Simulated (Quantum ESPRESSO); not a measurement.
## W5Ti2Pd (input and log of a self-consistent run)

Computed values, not a measurement. The program is pw.x of Quantum ESPRESSO 7.5 (plane-wave density functional theory). The cell is made up: eight metal atoms on a face-centred cubic lattice, with elements, volume, strain and displacements drawn at random and not relaxed, so it may be unstable or far from any real phase. PseudoDojo standard norm-conserving files set the functional (PBE unless stated); there is no spin polarisation or spin-orbit coupling, the Fermi-Dirac width of 0.25 eV means electrons at about 2900 K, and the masses in the input are unused placeholders. Heavy elements are run without spin-orbit coupling, which real alloys of them have. A spin test at this wide smearing found no moment, but such smearing suppresses magnetism that the real alloy may have.

Input:

```
&control calculation='scf', pseudo_dir='./dojo.nc.sr.pbe.v0_5.standard.upf', outdir='./o', disk_io='minimal', tprnfor=.true., tstress=.true. /
&system ibrav=0, nat=8, ntyp=3, nbnd=74, ecutwfc=87.97787729, nosym=.true., tot_charge=0,
 occupations='smearing', smearing='fd', degauss=0.0183746611
/
&electrons conv_thr=1.470e-08, electron_maxstep=70, mixing_beta=0.5 /
ATOMIC_SPECIES
Pd 1.0 Pd.upf
Ti 1.0 Ti.upf
W 1.0 W.upf
CELL_PARAMETERS angstrom
-0.0041 -0.0439 -4.0347
-4.0018 0.0088 -0.0041
1.9854 7.9319 2.1072
ATOMIC_POSITIONS angstrom
W -0.0157 0.0819 0.0898
Ti -1.9621 1.9945 -0.0833
W -0.0331 3.8504 0.0566
Pd -2.0135 5.895 0.1214
W -1.9693 -0.1123 -1.964
W -0.0223 2.0224 -1.9374
W -2.022 3.8655 -2.0635
Ti 0.0101 5.9753 -1.9497
K_POINTS automatic
6 6 3 1 1 1
```

The log is shortened where brackets say so; the opening notice, blank lines, dates and the lines on written files are dropped, and the path of the files is cut. It prints rydbergs, bohrs and kilobars, and counts compression as positive stress. Its total energy is the free energy E - TS of the whole cell.

```
     Program PWSCF v.7.5
     Parallel version (MPI & OpenMP), running on       4 processor cores
     Number of MPI processes:                 4
     Threads/MPI process:                     1
     [start-up lines left out]
     bravais-lattice index     =            0
     lattice parameter (alat)  =       7.6249  a.u.
     unit-cell volume          =     862.2307 (a.u.)^3
     number of atoms/cell      =            8
     number of atomic types    =            3
     number of electrons       =       112.00
     number of Kohn-Sham states=           74
     kinetic-energy cutoff     =      87.9779  Ry
     charge density cutoff     =     351.9115  Ry
     scf convergence threshold =      1.5E-08
     mixing beta               =       0.5000
     number of iterations used =            8  plain     mixing
     Exchange-correlation= PBE
                           (   1   4   3   4   0   0   0)
     [axes and pseudopotential details left out]
   Cartesian axes
     site n.     atom                  positions (alat units)
         1        W      tau(   1) = (  -0.0038910   0.0202977   0.0222556  )
         2        Ti     tau(   2) = (  -0.4862773   0.4943071  -0.0206447  )
         3        W      tau(   3) = (  -0.0082033   0.9542643   0.0140275  )
         4        Pd     tau(   4) = (  -0.4990160   1.4609879   0.0300872  )
         5        W      tau(   5) = (  -0.4880617  -0.0278319  -0.4867481  )
         6        W      tau(   6) = (  -0.0055267   0.5012217  -0.4801557  )
         7        W      tau(   7) = (  -0.5011226   0.9580066  -0.5114077  )
         8        Ti     tau(   8) = (   0.0025031   1.4808891  -0.4832041  )
     number of k points=    54  Fermi-Dirac smearing, width (Ry)=  0.0184
                       cart. coord. in units 2pi/alat
        k(    1) = (  -0.0836548   0.1282100  -0.0846483), wk =   0.0370370
        k(    2) = (  -0.0844061  -0.2117166  -0.0809489), wk =   0.0370370
     [further k points left out]
     Dense  grid:    96119 G-vectors     FFT dimensions: (  45,  45,  96)
     Estimated max dynamical RAM per process >     368.27 MB
     Estimated total dynamical RAM >       1.37 GB
     Initial potential from superposition of free atoms
     starting charge     111.9941, renormalised to     112.0000
     Starting wfcs are   79 randomized atomic wfcs
     total cpu time spent up to now is        4.4 secs
     per-process dynamical memory:   295.4 Mb
     Self-consistent Calculation
     iteration #  1     ecut=    87.98 Ry     beta= 0.50
     Davidson diagonalization with overlap
     ethr =  1.00E-02,  avg # of iterations =  2.6
     total cpu time spent up to now is       14.3 secs
     total energy              =   -1252.96926996 Ry
     estimated scf accuracy    <      20.55875970 Ry
     iteration #  2     ecut=    87.98 Ry     beta= 0.50
     Davidson diagonalization with overlap
     ethr =  1.00E-02,  avg # of iterations =  4.3
     total cpu time spent up to now is       27.3 secs
     total energy              =   -1251.82725503 Ry
     estimated scf accuracy    <     223.75923080 Ry
     iteration #  3     ecut=    87.98 Ry     beta= 0.50
     Davidson diagonalization with overlap
     ethr =  1.00E-02,  avg # of iterations =  5.5
     total cpu time spent up to now is       40.2 secs
     total energy              =   -1266.38527361 Ry
     estimated scf accuracy    <      17.25056280 Ry
     iteration #  4     ecut=    87.98 Ry     beta= 0.50
     Davidson diagonalization with overlap
     ethr =  1.00E-02,  avg # of iterations =  2.0
     total cpu time spent up to now is       48.8 secs
     total energy              =   -1266.69996370 Ry
     estimated scf accuracy    <      22.02560668 Ry
     iteration #  5     ecut=    87.98 Ry     beta= 0.50
     Davidson diagonalization with overlap
     ethr =  1.00E-02,  avg # of iterations =  1.0
     total cpu time spent up to now is       56.5 secs
     total energy              =   -1267.06240544 Ry
     estimated scf accuracy    <       5.01668020 Ry
     [iterations 6 to 17 left out]
     iteration # 18     ecut=    87.98 Ry     beta= 0.50
     Davidson diagonalization with overlap
     ethr =  1.55E-07,  avg # of iterations =  1.0
     total cpu time spent up to now is      179.8 secs
     total energy              =   -1266.81258211 Ry
     estimated scf accuracy    <       0.00000204 Ry
     iteration # 19     ecut=    87.98 Ry     beta= 0.50
     Davidson diagonalization with overlap
     ethr =  1.83E-09,  avg # of iterations =  5.9
     total cpu time spent up to now is      192.2 secs
     total energy              =   -1266.81258292 Ry
     estimated scf accuracy    <       0.00000051 Ry
     iteration # 20     ecut=    87.98 Ry     beta= 0.50
     Davidson diagonalization with overlap
     ethr =  4.57E-10,  avg # of iterations =  2.1
     total cpu time spent up to now is      201.1 secs
     total energy              =   -1266.81258296 Ry
     estimated scf accuracy    <       0.00000029 Ry
     iteration # 21     ecut=    87.98 Ry     beta= 0.50
     Davidson diagonalization with overlap
     ethr =  2.55E-10,  avg # of iterations =  1.4
     total cpu time spent up to now is      209.2 secs
     total energy              =   -1266.81258299 Ry
     estimated scf accuracy    <       0.00000003 Ry
     iteration # 22     ecut=    87.98 Ry     beta= 0.50
     Davidson diagonalization with overlap
     ethr =  2.80E-11,  avg # of iterations =  3.2
     total cpu time spent up to now is      218.7 secs
     End of self-consistent calculation
     [lines on levels left out]
!    total energy              =   -1266.81258299 Ry
     estimated scf accuracy    <          2.9E-09 Ry
     smearing contrib. (-TS)   =      -0.14401430 Ry
     internal energy E=F+TS    =   -1266.66856870 Ry
     The total energy is F=E-TS. E is the sum of the following terms:
     one-electron contribution =    -256.23219029 Ry
     hartree contribution      =     189.51217192 Ry
     xc contribution           =    -243.05783309 Ry
     ewald contribution        =    -956.89071724 Ry
     convergence has been achieved in  22 iterations
     Forces acting on atoms (cartesian axes, Ry/au):
     atom    1 type  3   force =     0.01802783   -0.02349510   -0.00645340
     atom    2 type  2   force =    -0.02574548   -0.05103361    0.04797053
     atom    3 type  3   force =     0.00864110    0.05900845   -0.00486906
     atom    4 type  1   force =     0.00528471   -0.00451226   -0.02127471
     atom    5 type  3   force =    -0.01347716    0.03518491   -0.02001543
     atom    6 type  3   force =     0.02199402   -0.03143535   -0.04398568
     atom    7 type  3   force =    -0.00362922    0.04933470    0.02810231
     atom    8 type  2   force =    -0.01109580   -0.03305173    0.02052543
     Total force =     0.143767     Total SCF correction =     0.000275
     Computing stress (Cartesian axis) and pressure
          total   stress  (Ry/bohr**3)                   (kbar)     P=       69.65
   0.00043615  -0.00002625   0.00001594           64.16       -3.86        2.34
  -0.00002625   0.00060798  -0.00016330           -3.86       89.44      -24.02
   0.00001594  -0.00016330   0.00037620            2.34      -24.02       55.34
     init_run     :      4.20s CPU      4.34s WALL (       1 calls)
     electrons    :    210.36s CPU    214.30s WALL (       1 calls)
     forces       :      1.83s CPU      1.84s WALL (       1 calls)
     stress       :      6.25s CPU      6.37s WALL (       1 calls)
     [timing details left out]
     PWSCF        :   3m42.68s CPU   3m46.94s WALL
     JOB DONE.
```

In other units: free energy -17235.863 eV for the cell, pressure 6.96 GPa, largest force component 1.517 eV/Å in size. The run took 229 s of wall time with four MPI processes on a shared machine (AMD EPYC, Zen 5, virtual cores), so the time is rough. A rerun of this cell at a higher cutoff and on a denser mesh moved values by no more than 0.004 eV in energy, 0.09 GPa in stress and 0.012 eV/Å in force, and a second program with other atomic files agreed on that cell to 2 % rms in force and 0.5 GPa in pressure.